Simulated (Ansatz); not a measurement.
Si2MoN4:
```yaml
crystal:
  lattice:
    - [2.88715, 0.00000, 0.00000]
    - [-1.44357, 2.50034, 0.00000]
    - [0.00000, 0.00000, 20.82811]
  atoms:
    - { symbol: Mo, position: [0.33333, 0.66667, 0.25000] }
    - { symbol: Mo, position: [0.66667, 0.33333, 0.75000] }
    - { symbol: N, position: [0.66667, 0.33333, 0.30967] }
    - { symbol: N, position: [0.33333, 0.66667, 0.80967] }
    - { symbol: N, position: [0.33333, 0.66667, 0.69033] }
    - { symbol: N, position: [0.66667, 0.33333, 0.19033] }
    - { symbol: Si, position: [0.66667, 0.33333, 0.39286] }
    - { symbol: Si, position: [0.33333, 0.66667, 0.89286] }
    - { symbol: Si, position: [0.33333, 0.66667, 0.60714] }
    - { symbol: Si, position: [0.66667, 0.33333, 0.10714] }
    - { symbol: N, position: [0.00000, 0.00000, 0.41660] }
    - { symbol: N, position: [0.00000, 0.00000, 0.91660] }
    - { symbol: N, position: [0.00000, 0.00000, 0.58340] }
    - { symbol: N, position: [0.00000, 0.00000, 0.08340] }
```

Relaxed with r²SCAN+D4. Special points in fractions of this cell's reciprocal vectors: Γ (0.000, 0.000, 0.000); M (0.500, 0.000, 0.000); K (0.333, 0.333, 0.000); A (0.000, 0.000, 0.500); L (0.500, 0.000, 0.500); H (0.333, 0.333, 0.500).

Q: List the band energies nearest the valence-band maximum at these points for the program Ansatz at the r²SCAN+D4 with spin–orbit coupling level (PAW).

A: In eV from the valence-band maximum; about four levels below and three above (degenerate sets whole), none deeper than 8.9 eV; points with the same levels are listed once.

| k | below | above |
|---|---|---|
| Γ | -0.11 -0.11 0.00 0.00 | 2.90 2.90 2.90 2.90 |
| M | -1.13 -1.13 -1.08 -1.08 | 2.74 2.74 2.84 2.84 |
| K | -0.48 -0.48 -0.34 -0.34 | 1.84 1.84 1.84 1.84 |
| A | -0.05 -0.05 -0.05 -0.05 | 2.90 2.90 2.90 2.90 |
| L | -1.10 -1.10 -1.10 -1.10 | 2.78 2.78 2.78 2.78 |
| H | -0.48 -0.48 -0.35 -0.35 | 1.84 1.84 1.84 1.84 |

Space group P6_3/mmc. The start of the workflow was typed in or built on a structure type; neither database checked (COD, Materials Project) lists it. Its standing as an ambient phase is unchecked. The cell was relaxed with r²SCAN+D4 under the symmetry of its start; whether a distortion lowers the energy is not shown. The workflow began spin-polarised and lost its moments.

Potentials: the earlier of the program's two PAW sets.
